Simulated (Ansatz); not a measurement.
Data:

ZnSe (zinc blende), conventional cell a = 5.666 Å, b = 5.666 Å, c = 5.666 Å, α = 90.00°, β = 90.00°, γ = 90.00°. The calculation uses the primitive cell of 2 atoms, to which meshes and values per cell refer.

Equation-of-state scan: isotropic scaling of the cell above, V₀ being its volume. Symmetry pins the atoms to their sites.

These are r2SCAN (plane waves to 500 eV, PAW, scalar-relativistic; Ansatz, an electronic-structure program) values and carry that method's errors. k mesh 10×10×10 (Γ-centred), Fermi-Dirac smearing 0.05 eV. Energies are smeared free energies. Stress and pressure are positive under compression. The PAW data are Ansatz's earlier set. ZnSe was relaxed with its symmetry unable to fall. ΔE is measured from the relaxed starting cell.

The scan covers V/V₀ from 0.900 to 1.100 in 9 points.

### Question
What is ΔE at V/V₀ = 1.100?

### Answer
39.0 meV/atom.

### Question
What pressure does the cell carry at V/V₀ = 0.900?

### Answer
8.65 GPa.

### Question
What is ΔE at V/V₀ = 0.900?

### Answer
55.8 meV/atom.

(A scan under strain: stresses follow from slopes of the energy per volume, elastic moduli from its curvatures.)
